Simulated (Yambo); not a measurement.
HgO (space group P3_221, No. 154), G0W0@PBEsol in Yambo with this input:

```
rim_cut
gw0
dyson
el_el_corr
HF_and_locXC
ppa
em1d
RandQpts= 1000000
RandGvec= 1 Ry
EXXRLvcs= 84 Ry
VXCRLvcs= 336 Ry
Chimod= "HARTREE"
% BndsRnXp
 25 | 352 |
%
NGsBlkXp= 7 Ry
% LongDrXp
 1.0 | 1.0 | 1.0 |
%
PPAPntXp= 27.2114 eV
% GbndRnge
 1 | 352 |
%
GTermKind= "BG"
DysSolver= "n"
ExtendOut
```

On a 3×3×1 mesh, with wavefunctions cut at 84 Ry, the gap (Γ → Γ) is 2.580 eV and the valence edge shifts by -0.312 eV.

Problem. What happens with this change: 1 Ry block?

Solution. The gap rises by 0.837 eV, to 3.417 eV; the shift of the valence edge becomes -1.287 eV. Neither run is shown to be the converged limit. The mesh misses a band edge: along a dense path the PBEsol gap is 1.32 eV against 1.50 eV on the mesh.

Spin-orbit coupling is included.

Geometry relaxed with PBE+D3(BJ); primitive cell a = 3.6537 Å, b = 3.6537 Å, c = 8.8353 Å, α = 90.00°, β = 90.00°, γ = 120.00°.

The structure is a Materials Project entry; no match was found in the copy of COD used, and its stability was not checked.

A shift is the quasiparticle energy of the state minus its PBEsol energy.
